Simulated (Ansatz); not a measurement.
Given:

HfC:
```cif
data_C4Hf4
_chemical_formula_sum 'C4 Hf4'
_space_group_name_H-M_alt 'Fm-3m'
_space_group_IT_number 225
_space_group_name_Hall '-F 4 2 3'
_cell_length_a 4.64066
_cell_length_b 4.64066
_cell_length_c 4.64066
_cell_angle_alpha 90.000
_cell_angle_beta 90.000
_cell_angle_gamma 90.000
loop_
_atom_site_label
_atom_site_type_symbol
_atom_site_symmetry_multiplicity
_atom_site_Wyckoff_symbol
_atom_site_fract_x
_atom_site_fract_y
_atom_site_fract_z
_atom_site_occupancy
C1 C 4 a 0.00000 0.00000 0.00000 1
Hf1 Hf 4 b 0.50000 0.50000 0.50000 1
```
(The calculation used a cell of 2 atoms; values per cell refer to that cell.)

This is the r²SCAN-relaxed structure.

### Question
All from DFT-r²SCAN in the program Ansatz with PAW potentials, unless another level is named. Estimate the electronic character.

### Answer
metallic (no gap).

### Question
Predict the density of states at the Fermi level.

### Answer
0.11 states/eV per atom (mean over ±0.08 eV).

### Question
Predict the formation energy from the elements (no fitted shifts).

### Answer
-1084 meV/atom.

### Question
Predict the gap with spin–orbit coupling.

### Answer
none (metallic).

### Question
Predict the Z2 indices of the occupied bands with spin–orbit coupling.

### Answer
1;(000).

The cell was relaxed with r²SCAN under the symmetry of its start; of distortions, only those at the zone centre were tested. No spin polarisation was allowed. The references are the lowest solids computed at this level, not always the standard phases. Scalar-relativistic: spin–orbit coupling is off unless named, which matters more the heavier the elements.

Potentials: the later of the program's two PAW sets.
